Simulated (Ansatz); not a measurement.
Values for one crystal, relaxed and computed with the program Ansatz at the r²SCAN level (PAW); other levels are named.

* **Volume per atom**: 37.21 Å³
* **Electronic character**: metallic (no gap)
* **Gap with spin–orbit coupling**: none (metallic)
* **Bulk modulus (Birch–Murnaghan fit)**: 23.0 GPa
* **Poisson's ratio**: 0.25
* **Zone-centre stability**: no imaginary mode at Γ
* **Hill bulk and shear moduli**: 23.2 and 13.7 GPa

### Question
Which of these materials gives this?
A) Al, dhcp (α-La type)
B) Cu, dhcp (α-La type)
C) La, dhcp (α-La type)
D) Sc, dhcp (α-La type)

### Answer
C, La, dhcp (α-La type)

Space group P6_3/mmc (dhcp (α-La type)). The cell was relaxed with r²SCAN under the symmetry of its start. As this level gives no gap, shear constants depend on the k-mesh and smearing (Fermi–Dirac, 0.1 eV here). Scalar-relativistic: spin–orbit coupling is off unless named, which matters more the heavier the elements.

Potentials: the earlier of the program's two PAW sets.
